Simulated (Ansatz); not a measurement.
Input:

MgS:
```xyz
2
Lattice="0.0000 2.5910 2.5910 2.5910 0.0000 2.5910 2.5910 2.5910 0.0000" Properties=species:S:1:pos:R:3 pbc="T T T"
Mg     2.5910     2.5910     2.5910
S      0.0000     0.0000     0.0000
```

This is the PBEsol-relaxed structure.

Question: All from PBEsol (plane waves, PAW; program Ansatz), unless another level is named. Predict the smallest direct gap on the standard path.

Answer: 3.69 eV.

Question: Give the electron effective mass.

Answer: 0.29, 0.29, 0.53 mₑ (principal values).

Question: Give the hole effective mass, band 3 of 3 at the edge.

Answer: 0.25 along [100], 0.20 along [110], 0.19 along [111] (mₑ).

Question: Predict the band gap.

Answer: 2.73 eV (indirect).

Question: Give the conduction-band minimum.

Answer: at X (3 equivalent valleys).

Question: Next, the weight of the valence-edge state by species (Voronoi cells)?

Answer: S 89 %, Mg 11 %.

Space group Fm-3m (rock salt). Symmetry was held in the PBEsol relaxation; phonons on a q-mesh show no instability.

Potentials: the later of the program's two PAW sets.
